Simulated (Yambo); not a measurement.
Yambo run on CaCd₂P₂ (space group P-3m1, No. 164). The wavefunctions are norm-conserving LDA (Quantum ESPRESSO, 102 Ry, scalar-relativistic) ones on a 3×3×2 mesh (30 occupied bands); a = 4.292 Å, b = 4.292 Å, c = 7.055 Å, α = 90.00°, β = 90.00°, γ = 120.00°.

Yambo input:

```
rim_cut
HF_and_locXC
RandQpts= 1000000
RandGvec= 1 Ry
EXXRLvcs= 102 Ry
VXCRLvcs= 408 Ry
% QPkrange
 1 | 1 | 30 | 31 |
 2 | 2 | 30 | 31 |
%
```

k points by index: 1 = Γ, 2 = A.

Resulting energies as the program prints them:

```
#    K-point    Band    Eo [eV]    Ehf [eV]    Vxc [eV]    Vnlxc [eV]
#
    1    30    0.000000    -1.886362    -13.19778    -15.08414
    1    31    0.657329    4.972923    -11.03405    -6.718460
    2    30    -0.556774    -2.665686    -13.05122    -15.16014
    2    31    0.908821    5.698164    -12.11107    -7.321731
```
Exchange alone, without screening.

Spin-orbit coupling is not included.

Geometry of the Materials Project entry, not relaxed at this level.
